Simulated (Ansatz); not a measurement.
Mg:
```
Mg
1.0
    3.14662     0.00000     0.00000
   -1.57331     2.72505     0.00000
    0.00000     0.00000     5.03801
Mg
2
Direct
  0.33333   0.66667   0.25000
  0.66667   0.33333   0.75000
```

Relaxed with LDA. Special points in fractions of this cell's reciprocal vectors: Γ (0.000, 0.000, 0.000); M (0.500, 0.000, 0.000); K (0.333, 0.333, 0.000); A (0.000, 0.000, 0.500); L (0.500, 0.000, 0.500); H (0.333, 0.333, 0.500).

**Question.** List the band energies nearest the Fermi level at these points for plane-wave PAW LDA (Ansatz code).

**Answer.** In eV from the Fermi level; about four levels below and three above (degenerate sets whole), none deeper than 8.9 eV; … stands for higher levels left out; points with the same levels are listed once.

```csv
k,below,above
Γ,-7.18 -1.66 -1.14,11.09 11.09 11.22 11.22
M,-2.25 -2.24,2.76 3.12 3.50
K,-0.69 -0.67 -0.67,4.26 4.26 4.55
A,-5.70 -5.70,5.41 5.41 …
L,-1.15 -1.15 -0.47 -0.47,8.20 8.20 …
H,–,0.17 0.17 0.67 0.67
```

Space group P6_3/mmc (hcp (Mg type)). The cell was relaxed with LDA under the symmetry of its start.

Potentials: the earlier of the program's two PAW sets.
